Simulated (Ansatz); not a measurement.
The cell below belongs to a search over invented structures; it isn't taken from experiment.

Input and command of a plane-wave DFT calculation in Ansatz:

```yaml
crystal:
  lattice:
    - [3.42783659, 0.0, 0.0]
    - [0.0, 3.9841578, 0.0]
    - [0.0, 0.0, 7.81024021]
  atoms:
    - { symbol: Zr, position: [0.0, 0.5, 0.0] }
    - { symbol: Zr, position: [0.0, 0.0, 0.0] }
    - { symbol: Pd, position: [0.0, 0.0, 0.25690613] }
    - { symbol: Pd, position: [0.0, 0.0, 0.74309387] }
    - { symbol: Se, position: [0.5, 0.0, 0.5] }
basis:
  ecutwfc: 420
kpoints:
  mp_grid: { grid: [6, 4, 2] }
hamiltonian:
  xc: pbe
scf:
  occupations: { method: gaussian, width: 0.1 }
  lower_state_search: "off"
output:
  forces: true
  stress: true
  eigenvalues: true
relax:
  adjacent_minimum: "off"
  f_tol: 0.04
  max_steps: 70
  cell: { stress_tol: 0.4 }
```

```bash
ansatz run input.yaml --threads 1 --pin off --max-ram 2560MiB --backend cpu --events-out ev --progress --plain --runs-dir out
```

Processor: Intel(R) Xeon(R) Processor @ 2.50GHz (Skylake/Cascade Lake), 1 thread, on a host shared with other jobs.

Question: How long does it run, and how much memory does it take?

Answer: About 6.2 min, peak memory 0.52 GiB. It solves 46 bands at 24 k points (after reduction by symmetry) with about 2925 plane waves (on the last cell), in 141 SCF iterations over 16 ionic steps.
